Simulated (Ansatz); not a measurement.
## CaC2: energy along a strain

CaC2, I4/mmm, a = 3.869 Å, c = 6.404 Å (as given, not relaxed at this level: -4.5 GPa, forces to 0.09 eV/Å). The structure is a Materials Project entry; whether it is the stable form wasn't checked. Ansatz: LDA, PAW, 420 eV, Γ-centred 10×10×10 mesh on 3 atoms, Gaussian smearing 0.05 eV; no spin polarisation. Cell vectors (Å): -1.934 1.934 3.202; 1.934 -1.934 3.202; 1.934 1.934 -3.202. The cell is strained by x per cent times the pattern (0 0 1 0 0 0) in the order xx yy zz yz xz xy (engineering shears), with fractional coordinates held. y is the free energy over the start, V0 = 15.974 Å³/atom. Points with a strain past 8.5 % were computed too (3) and aren't used here.

```
x (%) y (meV/atom)
-7.50             ?
-5.00         52.95
-2.50          5.28
 0.00          0.00
 2.50         28.71
 5.00         84.34
 7.50        161.01
```

Task: Fit y = c1 x + c2 x² + c3 x³ to the other rows, get the stiffness along the pattern, and predict the missing energy.

Result: Least squares on the rows shown. y = 5.0517 x + 2.7486 x² − 0.074873 x³. The clamped-ion stiffness p·C·p = 2 × 27.49 eV × 160.2 / 15.974 Å³ = 551 GPa, which is C33 in these axes (second derivative at the start, which stands under stress). At x = -7.50 the fit asked for gives 148.31 meV/atom. The run gave 153.07 meV/atom, so the fit is 4.76 meV/atom too low, 3 % of the span of the series, against an rms of 0.25 meV/atom on the fitted rows. The row lies outside the fitted range. With a term in x⁴ added, a fit to the same known rows predicts 152.64 meV/atom, so most of the miss is curvature that the known rows already hold.